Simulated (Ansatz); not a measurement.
## Li2Pd: stiffness from a series of strains

```yaml
crystal:
  lattice:
    - [4.22670, 0.00000, 0.00000]
    - [-2.11335, 3.66043, 0.00000]
    - [0.00000, 0.00000, 2.73190]
  atoms:
    - { symbol: Li, position: [0.33333, 0.66667, 0.50000] }
    - { symbol: Li, position: [0.66667, 0.33333, 0.50000] }
    - { symbol: Pd, position: [0.00000, 0.00000, 0.00000] }
```

Atoms are numbered in the order listed.

The cell comes from COD entry 1523156, which wasn't checked; take it as a given geometry.

Spin polarisation is left out, and whether a magnetic state lies lower isn't shown here.

The calculation used Ansatz 0.2.0, DFT, LDA, all-electron LAPW, scalar-relativistic.

Sampling and basis: a Γ-centred 11×11×15 k mesh, Fermi–Dirac smearing of 0.08 eV, basis error target 0.5 meV/atom, no spin polarisation.

The strain is applied along the Cartesian axes of the cell as listed (γ is the engineering shear, twice εxy = εyz = εzx). Fractional coordinates are held (clamped ions).

σ is the change of stress from the unstrained cell, which is at -4.95 GPa; tension is positive, so slopes are stress–strain coefficients at that pressure. In a metal the k mesh adds noise.

Only quantities that a quadratic follows smoothly over the whole series are listed; rougher ones are left out.

| γ | σxy (GPa) | σyz (GPa) |
| --- | --- | --- |
| -0.0200 | -0.55 | -0.27 |
| -0.0100 | -0.27 | -0.13 |
| 0.0000 | 0.00 | 0.00 |
| 0.0200 | 0.53 | 0.25 |

Problem. Fit the series and read off the stiffness at zero strain.

Solution. Least-squares fits y = p0 + p1 x + p2 x² to the rows give σxy (GPa): p1 = 27, p2 = -27; σyz (GPa): p1 = 13, p2 = -27.

Problem. One run, at γ = 0.0100, is withheld. Predict its row.

Solution. The fits give 0.27, 0.13; the run gave 0.27, 0.13.
